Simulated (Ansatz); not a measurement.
# ZrGeSe: do energies and stresses tell the same story?

These are results of Ansatz 0.2.0, DFT PBEsol, scalar-relativistic, plane waves, PAW, not measurements.

Cutoff 420 eV; k points 10×10×6 on the computed 6-atom cell (Γ-centred); Gaussian smearing, width 0.10 eV; no spin polarisation.

Relaxed cell: P4/nmm, a = 3.681 Å, b = 3.681 Å, c = 8.267 Å, α = 90.00°, β = 90.00°, γ = 90.00°, 6 atoms in the primitive cell. Whether it is the stable form of this composition wasn't checked.

Energies at zero smearing and pressures from the stress tensor, at volumes with shape and atoms relaxed:
| V (Å³/atom) | E − E(first) (meV/atom) | P (GPa) |
| --- | --- | --- |
| 17.548 | 0.00 | 8.36 |
| 18.108 | -21.07 | 3.83 |
| 18.668 | -27.59 | 0.01 |
| 19.228 | -21.82 | -3.22 |
| 19.788 | -5.89 | -5.85 |

Question: Check P = −dE/dV between neighbouring volumes, and get the bulk modulus from the pressures alone.

Answer: With 1 eV/Å³ = 160.2 GPa:
| middle V (Å³/atom) | −ΔE/ΔV (GPa) | mean P (GPa) |
| --- | --- | --- |
| 17.828 | 6.029 | 6.096 |
| 18.388 | 1.865 | 1.920 |
| 18.948 | -1.650 | -1.606 |
| 19.508 | -4.559 | -4.534 |

The two differ by 0.07 GPa at most. The mean of two end pressures misses the average over a step by about ΔV² P″/12, up to 0.06 GPa here; with that taken off 0.03 GPa remains, from the smearing term (the stress is the derivative of the free energy), the finite cutoff, the mesh or the relaxation's tolerance. Around V = 18.668 Å³/atom, the two neighbours give B = −V ΔP/ΔV = 18.668 × 7.05 / 1.120 = 117.6 GPa, against B0 = 116.2 GPa from the Birch–Murnaghan fit of the energies.

Cost: 6 runs of about 13 core-minutes in all, on Arm Neoverse V2 (shared hosts).